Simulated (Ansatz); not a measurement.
SrTiO3 (cubic perovskite, Pm-3m), the program Ansatz at the PBEsol level (PAW), all energies at zero smearing, with the estimated change up to a 700 eV cutoff added, with one set of potentials and settings (totals compare only within such a set). Cell of 5 atoms (1 Sr, 1 Ti, 3 O): -7657.263 eV.

```csv
element,reference phase,E (eV/atom)
Sr,"Fm-3m, 1 atoms in the cell",-3492.2134
Ti,"P6/mmm, 3 atoms in the cell",-2473.9117
O,"C2/m, 4 atoms in the cell, spin-polarised",-558.3554
```

Formation energy per atom, worked out: (-7657.263 − 1×(-3492.2134) − 1×(-2473.9117) − 3×(-558.3554))/5 = -3.214 eV/atom (-310 kJ per mol of atoms), at 0 K, without zero-point energy or fitted corrections.

The cell was relaxed with PBEsol under the symmetry of its start. No spin polarisation was allowed. The references are the lowest solids computed at this level, not always the standard phases (solids in place of the gases).

Potentials: the later of the program's two PAW sets.
